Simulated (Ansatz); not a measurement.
An Ansatz (a program for electronic structure) run. Input:

Ansatz 0.2 input:
```yaml
crystal:
  lattice:
    - [2.523221141, 0.0, 0.0]
    - [-1.2616105705, 2.1851736075, 0.0]
    - [0.0, 0.0, 4.1752000589]
  atoms:
    - { symbol: B, position: [0.6666666667, 0.3333333333, 0.9996972869] }
    - { symbol: B, position: [0.3333333333, 0.6666666667, 0.4996972869] }
    - { symbol: N, position: [0.6666666667, 0.3333333333, 0.6253027131] }
    - { symbol: N, position: [0.3333333333, 0.6666666667, 0.1253027131] }
kpoints:
  mp_grid: { grid: [12, 12, 6] }
hamiltonian:
  xc: lda
  pseudopotentials: { kind: paw }
scf:
  occupations: { method: fixed }
phonons:
  method: dfpt
  response_accuracy: low
  qmesh: [4, 4, 3]
  interpolated_qmesh: [24, 24, 13]
  dielectric: true
  rigid_motions: translations
  temperatures: { t_max: 1000, t_step: 50 }
  qpath:
    path:
      - [[0.0, 0.0, 0.0], [0.5, 0.0, 0.0], [0.3333333333, 0.3333333333, 0.0], [0.0, 0.0, 0.0], [0.0, 0.0, 0.5], [0.5, 0.0, 0.5], [0.3333333333, 0.3333333333, 0.5], [0.0, 0.0, 0.5]]  # Γ-M-K-Γ-A-L-H-A
      - [[0.5, 0.0, 0.5], [0.5, 0.0, 0.0]]  # L-M
      - [[0.3333333333, 0.3333333333, 0.5], [0.3333333333, 0.3333333333, 0.0]]  # H-K
    npoints: 9
```

Output (shortened):

```
WARN phonons: the dynamical matrix that this run interpolates holds no multipole term above the dipole-dipole one, and a site of this crystal is no centre of …
zone centre: on kpoints.mp_grid the ground state, and the responses unless they are solved on pairs of k-points, stand on 242 of the mesh's 864 k-points, …
Pseudopotentials: kind: paw
Pseudopotential: B, paw, valence charge 3
Pseudopotential: N, paw, valence charge 5
Functional definition: SPW92
Crystal: 4 atoms, lattice volume = 23.021 Å³
Basis set: ecut = 420 eV, 451 PW (Γ), exchange–correlation on 36×36×60 points (8 copies of the dense FFT grid, shifted against one another)
Bands: 12, of which v1, the nominal top of the filled ones, is band 8 counted from 1 (7 counted from 0)
Symmetry: 12 space group operations
k-points: 242 of 864 (irreducible under 2 space group operations, time reversal used)
PAW frozen core: B, regenerated for the run's functional, and the local potential with it
PAW frozen core: N, regenerated for the run's functional, and the local potential with it
Initial wavefunctions: pseudopotential atomic-orbital guess
Eigensolver: davidson
Functional: x = slater, c = lda
all-band conjugate gradients solve this SCF's bands
SCF 1 converged in 7 iterations: F = -1052.865600 eV  dr2 = 2.46e-12
── the response to a field inside a basis, on 12×12×6 k-points: an SCF that follows is theirs, and a resumed run solves both again ──
Crystal: 4 atoms, lattice volume = 23.021 Å³
Bands: 9, of which v1, the nominal top of the filled ones, is band 8 counted from 1 (7 counted from 0)
k-points: 126 of 864 (irreducible under 4 space group operations, time reversal used)
Initial density: handed on by an earlier stage of this run
Initial wavefunctions: pseudopotential atomic-orbital guess (no wavefunctions were taken with the density)
Eigensolver: Dense (126 Hₖ)
all-band conjugate gradients don't solve this SCF's bands (scf.eigensolver.kind)
SCF 1 converged in 4 iterations: F = -1052.875600 eV  dr2 = 1.04e-8
SCF converged after 7 iterations
Free energy (F): -1052.865600 eV
Harris-Foulkes:  -1052.865600 eV  (|F-HF|=1.36e-12)
Internal energy: -1052.865600 eV  (E = F + TS)
E sigma→0 (E₀):  -1052.865600 eV
Fermi energy:    11.510952 eV
--- Per-component energies (eV) ---
  E_band       = 54.240390
  E_kinetic    = 373.562614
  E_local      = -349.957632  (includes V_loc(G=0)·N_el)
  E_nonlocal   = 117.567446
  E_hartree    = 96.766051
  E_xc         = -185.960564
  E_vxc        = -232.180030  (∫ρ·V_xc dr)
  E_paw        = -383.031634  (= ΣΔE_a)
  E_vpaw       = -48.284307  (= ΣTr[D̂ρ^β])
  E_aug_tail   = 0.000194  (compensation charges beyond the density's cutoff)
  E_ewald      = -722.063832
  E_core_change = 0.251757  (= ΣΔE_core)
  E_smearing   =  0.000000  (= −TS)
  E_closure    = 0.000000  (closes the sum)
  Σ components = -1052.865600   (vs F -1052.865600, Δ=0.00e0)
--- Band table (eV; the first three rows and the last of 242) ---
  k-point 0: bands = ["-9.0472", "-4.7105", "0.3146", "9.3235", "9.3235", "11.2167", "11.5110", "11.5110", "19.8670", "19.8670", "20.1452", "21.4337"]
  k-point 1: bands = ["-8.8769", "-5.3252", "1.2277", "9.4443", "9.4443", "10.3156", "11.3286", "11.3286", "20.0716", "20.0716", "20.4952", "21.4066"]
  k-point 2: bands = ["-8.3719", "-6.4766", "3.2523", "8.2051", "9.7881", "9.7881", "10.8650", "10.8650", "20.6378", "20.6378", "20.9753", "21.3319"]
  k-point 241: bands = ["-4.1880", "-4.1880", "2.8099", "2.8099", "5.0673", "5.0673", "8.1312", "8.1312", "20.2788", "20.2788", "22.7880", "22.7880"]
  band table: 12 of 12 bands, residual norms ≤ 1.0e-3 eV
--- Phonons (Γ-DFPT): 4 representative perturbations + reference, on 242 of 864 k-points (Σ response iterations 11) ---
  k mesh reduced under 2 symmetry operations, with k and −k counted as one. Each operation leaves every solved perturbation unchanged …
  ASR residual: 5.066e-5 → 0.000e0 eV/Å²; symmetrization residual: 9.709e-6 eV/Å²
  ASR residual per site (eV/Å²): 2.34e-5 2.34e-5 5.07e-5 5.07e-5
  Γ frequencies (cm⁻¹): 0.00 0.00 0.00 476.35 476.35 982.84 982.84 983.51 1047.77 1080.94 1080.94 1135.42
  ε∞ (high-frequency dielectric tensor):
        4.526787     0.000000     0.000000
        0.000000     4.526787     0.000000
        0.000000     0.000000     4.680691
  ε⁰ (static dielectric tensor: ions relaxed, cell fixed):
        6.499037     0.000000     0.000000
        0.000000     6.499037     0.000000
        0.000000     0.000000     7.006881
  ε⁰ − ε∞ (ionic part):
        1.972250     0.000000     0.000000
        0.000000     1.972250     0.000000
        0.000000     0.000000     2.326190
  softest optical mode at Γ: 476.35 cm⁻¹; the repairs (sum rule, projections) moved no ω² at Γ by more than (1.98 cm⁻¹)²
  Born effective charges Z* (e; rows j = field, columns β = displacement):
    site 0:
         1.81354    0.00000    0.00000
         0.00000    1.81354    0.00000
         0.00000    0.00000    1.90912
    site 1:
         1.81354    0.00000    0.00000
         0.00000    1.81354    0.00000
         0.00000    0.00000    1.90912
    site 2:
        -1.81354    0.00000    0.00000
         0.00000   -1.81354    0.00000
         0.00000    0.00000   -1.90912
    site 3:
        -1.81354    0.00000    0.00000
         0.00000   -1.81354    0.00000
         0.00000    0.00000   -1.90912
  Z* charge neutrality: 1.325e-3 e pre-enforcement
  solved inside a basis spanned on kpoints, on 12×12×6 k-points, its susceptibility summed on 16×16×8: ε∞ is read to err by 1.3e-2, Z* by 7.3e-3 e (field_mesh …
  optical modes at Γ without the LO–TO term, one row a degenerate level:
      ω (cm⁻¹)  modes    IR ((D/Å)²/amu)
        476.35      2             0.0000
        982.84      2             0.0000
        983.51      1             0.0000
       1047.77      1            27.5636
       1080.94      2            49.7459
       1135.42      1             0.0000
  optical modes at Γ + LO–TO along q̂ = [1.0000, 0.0000, 0.0000]:
      ω (cm⁻¹)  modes    IR ((D/Å)²/amu)
        476.35      2             0.0000
        982.84      2             0.0000
        983.51      1             0.0000
       1047.77      1            27.5636
       1080.94      1            24.8729
       1135.42      1             0.0000
       1295.19      1            24.8729
  optical modes at Γ + LO–TO along q̂ = [0.0000, 1.0000, 0.0000]:
      ω (cm⁻¹)  modes    IR ((D/Å)²/amu)
        476.35      2             0.0000
        982.84      2             0.0000
        983.51      1             0.0000
       1047.77      1            27.5636
       1080.94      1            24.8729
       1135.42      1             0.0000
       1295.19      1            24.8729
  optical modes at Γ + LO–TO along q̂ = [0.0000, 0.0000, 1.0000]:
      ω (cm⁻¹)  modes    IR ((D/Å)²/amu)
        476.35      2             0.0000
        982.84      2             0.0000
        983.51      1             0.0000
       1080.94      2            49.7459
       1135.42      1             0.0000
       1281.96      1            27.5636
  non-analytic LO–TO correction: the dipole-dipole term of the run's Born effective charges and high-frequency dielectric tensor (where they are solved with …
--- Phonons (arbitrary-q DFPT): 8 irreducible q on the 4×4×3 mesh ---
  q = [0.0000, 0.0000, 0.0000] (star 1, of the zone-centre solve; hermiticity 2.49e-7, symmetrization 1.24e-7):  0.00 0.00 0.00 476.35 476.35 982.84 982.84 983.51 1047.77 1080.94 1080.94 1135.42
  q = [0.0000, 0.0000, 0.3333] (star 2, 4 solved perturbations in 1308 linear systems a pass and spin channel, the states on 468 of 864 k-point pairs; hermiticity 1.07e-7, symmetrization 4.68e-13): 246.49 246.49 417.06 417.06 450.23 806.41 1008.56 1008.56 …
  q = [0.0000, 0.2500, 0.0000] (star 6, 12 solved perturbations on 468 of 864 k-point pairs; hermiticity 3.07e-7, symmetrization 1.97e-7): 354.91 366.73 578.47 602.37 763.11 949.58 952.73 989.79 1020.10 1048.84 1071.81 1263.97
  q = [0.0000, 0.2500, 0.3333] (star 12, 12 solved perturbations on 468 of 864 k-point pairs; hermiticity 2.92e-7, symmetrization 3.19e-15): 432.13 469.82 551.68 670.34 680.24 813.91 976.08 1010.70 1023.88 1025.38 1168.64 1253.24
  q = [0.0000, -0.5000, 0.0000] (star 3, 6 solved perturbations on 242 of 864 k-point pairs; hermiticity 1.20e-7, symmetrization 2.86e-15): 482.66 608.24 691.97 845.64 881.80 889.66 921.04 978.74 1021.67 1040.41 1107.70 1136.46
  q = [0.0000, -0.5000, 0.3333] (star 6, 6 solved perturbations on 468 of 864 k-point pairs; hermiticity 1.19e-7, symmetrization 2.31e-15): 541.90 596.54 644.08 690.92 909.29 948.07 948.44 997.61 1004.19 1027.80 1150.79 1151.94
  q = [0.2500, 0.2500, 0.0000] (star 6, 4 solved perturbations in 2616 linear systems a pass and spin channel, the states on 864 of 864 k-point pairs; hermiticity 1.20e-7, symmetrization 1.25e-12): 601.03 640.39 743.97 824.93 852.66 881.99 963.81 971.32 …
  q = [0.2500, 0.2500, 0.3333] (star 12, 6 solved perturbations on 864 of 864 k-point pairs: no pair is spared here; hermiticity 1.54e-7, symmetrization 2.76e-15): 566.43 649.73 718.47 767.18 854.82 914.68 968.02 974.09 991.95 1027.99 1090.36 1153.35
  sum rule: each row above includes the acoustic sum rule's correction from the zone centre's row sums; it moved no ω² by more than (0.99 cm⁻¹)²
  mesh force constants: q→R imaginary residual 1.12e-16; ASR residual 5.066e-5 → 0.000e0 eV/Å²; symmetrization residual 4.263e-14 eV/Å²
  interpolated dispersion: 85 rows × 12 modes
  density of states and harmonic sums: on the 24×24×13 q-mesh, interpolated from the force constants of a 4×4×3 supercell (with the dipole–dipole term)
  largest difference from the sums on the solved wave vectors: F 7.37e-3 eV, S 1.29e-5 and C_V 5.23e-6 eV/K
  zero-point energy: 0.640186 eV/cell   skipped modes (ω ≤ 0): 3   left out of the sums: 3.34e-5 of the cell's modes …
```

Cost: about 8 core-minutes (a rough figure) on shared cores.

Space group P6_3mc (wurtzite). The LDA relaxation kept the symmetry of its start.

Potentials: the later of the program's two PAW sets.

Ansatz is a plane-wave DFT program.
